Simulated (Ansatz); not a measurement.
SiGe:
```
CELL_PARAMETERS angstrom
      3.90389     0.00000     0.00000
     -1.95194     3.38087     0.00000
      0.00000     0.00000     6.45333
ATOMIC_POSITIONS crystal
  Si 0.66667 0.33333 0.87448
  Si 0.33333 0.66667 0.37448
  Ge 0.66667 0.33333 0.50052
  Ge 0.33333 0.66667 0.00052
```

Relaxed with r²SCAN.

Q: Give the Bader charges and basin volumes of the independent atoms, plane-wave PAW r²SCAN (Ansatz code).

A: 

```json
[
 {"atom": "Si1", "Bader charge (e)": "+0.36", "Bader volume (Å³)": "19.2"},
 {"atom": "Ge3", "Bader charge (e)": "-0.36", "Bader volume (Å³)": "23.4"}
]
```

Space group P6_3mc (wurtzite). The first step of the workflow began from a Materials Project structure, measured or hypothetical; the Crystallography Open Database copy checked does not list it. Whether it is the stable phase at ambient conditions was not checked. The cell was relaxed with r²SCAN under the symmetry of its start; its stability against distortions is not shown here.

Potentials: the earlier of the program's two PAW sets.
